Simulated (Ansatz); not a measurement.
Li2ZrO3:
```
Li2ZrO3
1.0
    2.68496     4.51715     0.00000
   -2.68496     4.51715     0.00000
   -2.02295     0.00000     5.00258
Li Zr O
4 2 6
Cartesian
 -0.50574   2.33667   1.25065
 -1.51721   6.69763   3.75194
 -0.50574   5.19468   1.25065
 -1.51721   3.83962   3.75194
 -0.50574   8.20906   1.25065
 -1.51721   0.82525   3.75194
  1.34248   2.25858   0.00000
 -2.35395   2.25858   2.50129
 -0.55254   5.20082   4.93925
 -1.47041   3.83348   0.06333
 -2.48188   5.20082   2.56462
  0.45894   3.83348   2.43796
```

Relaxed with r²SCAN.

Question: Map the electron localisation function on the plane through (0.259, 0.259, 0.250) spanned by u = [1, 1, 0] and v = [-1, 1, 1] in lattice vectors, from the program Ansatz at the r²SCAN level (PAW).

Answer: x is the fraction of u, y of v (the angle between them is 90°; rows are the nearest grid lines); atoms in the plane: Li at (0.00, 0.00), Li at (0.98, 0.50), Li at (0.32, 0.00), Li at (0.67, 0.50), Zr at (0.65, 0.00), Zr at (0.33, 0.50), O at (0.99, 0.75), O at (0.99, 0.25), O at (0.32, 0.73), O at (0.67, 0.77).
```
y \ x   0.000  0.100  0.175  0.275  0.375  0.450  0.550  0.625  0.725  0.825  0.900   1.00
------  -----  -----  -----  -----  -----  -----  -----  -----  -----  -----  -----  -----
1.00    0.999  0.012  0.040  0.939  0.441  0.058  0.503  0.246  0.815  0.062  0.016  0.999
0.925   0.034  0.023  0.037  0.012  0.008  0.042  0.111  0.791  0.361  0.055  0.025  0.034
0.850   0.747  0.204  0.040  0.571  0.475  0.035  0.213  0.623  0.634  0.051  0.326  0.747
0.775   0.483  0.572  0.104  0.817  0.835  0.256  0.616  0.718  0.804  0.065  0.746  0.483
0.700   0.770  0.478  0.135  0.778  0.829  0.345  0.377  0.831  0.800  0.052  0.692  0.770
0.625   0.503  0.065  0.059  0.238  0.156  0.044  0.029  0.218  0.155  0.029  0.140  0.503
0.550   0.704  0.037  0.052  0.801  0.831  0.085  0.039  0.300  0.020  0.041  0.011  0.704
0.450   0.704  0.037  0.052  0.801  0.831  0.085  0.039  0.300  0.020  0.041  0.011  0.704
0.375   0.503  0.065  0.059  0.238  0.156  0.044  0.029  0.218  0.155  0.029  0.140  0.503
0.300   0.770  0.478  0.135  0.778  0.829  0.345  0.377  0.831  0.800  0.052  0.692  0.770
0.225   0.483  0.572  0.104  0.817  0.835  0.256  0.616  0.718  0.804  0.065  0.746  0.483
0.150   0.747  0.204  0.040  0.571  0.475  0.035  0.213  0.623  0.634  0.051  0.326  0.747
0.0750  0.034  0.023  0.037  0.012  0.008  0.042  0.111  0.791  0.361  0.055  0.025  0.034
0.000   0.999  0.012  0.040  0.939  0.441  0.058  0.503  0.246  0.815  0.062  0.016  0.999
```

The density is the valence pseudo-density with augmentation charge, so density and ELF within about 1 Å of a nucleus are not all-electron values.

Space group C2/c. The workflow started from a Materials Project entry (that database holds measured and hypothetical structures alike); the Crystallography Open Database files this formula in space group No. 15, but the cells were not matched. Its standing as an ambient phase is unchecked. The cell was relaxed with r²SCAN under the symmetry of its start; its stability against distortions is not shown here. No spin polarisation was allowed.

Potentials: the later of the program's two PAW sets.
